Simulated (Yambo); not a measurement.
Consider the following.

```
CELL_PARAMETERS angstrom
     -1.89127     1.89127     4.80751
      1.89127    -1.89127     4.80751
      1.89127     1.89127    -4.80751
ATOMIC_POSITIONS crystal
  O  0.95715 0.45715 0.50000
  O  0.20715 0.20715 0.00000
  O  0.79285 0.79285 0.00000
  O  0.54285 0.04285 0.50000
  Ti 0.00000 0.00000 0.00000
  Ti 0.75000 0.25000 0.50000
```

Workflow: PBEsol (pw.x of Quantum ESPRESSO, ONCV potentials, scalar-relativistic), then G0W0 in Yambo (4×4×4 Γ-centred k mesh, bands 3 to 137 and a 8 Ry block in the screening, 137 bands in G with the Bruneval-Gonze terminator, plasmon pole fitted at 27.2 eV).

Problem. Give the PBEsol and G0W0 gaps between the band edges found on this mesh, and say where the edges lie.

Solution. Edges: X → Γ. PBEsol: 2.17 eV; G0W0: 3.68 eV. The mesh misses an edge: along a dense path the PBEsol gap is 2.12 eV. Nearest settings tried, and what they do to the gap: 91 bands in G: -12 meV; 69 bands in W: +37 meV; 1 Ry block (15 vectors against 181): +1631 meV. Not varied: mesh. So the settings aren't converged at that level. 

Geometry of the Materials Project entry, not relaxed at this level.
